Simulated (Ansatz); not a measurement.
Electric field gradients in Al3Ni5

The calculation used DFT LDA, scalar-relativistic, plane waves, PAW (Ansatz). Plane waves to 420 eV; Γ-centred k mesh 8×8×10; Fermi-Dirac smearing of 0.15 eV. No spin polarisation.

Equilibrium structure at this level:
```xyz
8
Lattice="3.2341 -3.6705 0.0000 3.2341 3.6705 0.0000 0.0000 0.0000 3.6949" Properties=species:S:1:pos:R:3 pbc="T T T"
Al    3.2341    0.0000    0.0000
Al    3.2341   -2.0539    1.8475
Al    3.2341    2.0539    1.8475
Ni    0.0000    0.0000    0.0000
Ni    1.6170    1.8352    0.0000
Ni    1.6170   -1.8352    0.0000
Ni    1.7908    0.0000    1.8475
Ni    4.6774    0.0000    1.8475
```

In a metal these results depend on the k mesh and the smearing. Spin polarisation was left out, and a magnetic state may lie lower.

**Question.** Give V_zz (10²¹ V/m²) and the asymmetry η at each distinct site.

**Answer.**
```csv
atom,V_zz,η
Al (atom 1),1.90,0.10
Al (atom 2),-0.290,0.95
Ni (atom 4),2.88,0.53
Ni (atom 5),-3.70,0.33
Ni (atom 7),-2.15,0.09
```

Whether Al3Ni5 exists in this form wasn't checked.

Cost: 1 run of about 0.2 core-minutes, on AMD EPYC 9R45 (Zen 5) (shared hosts).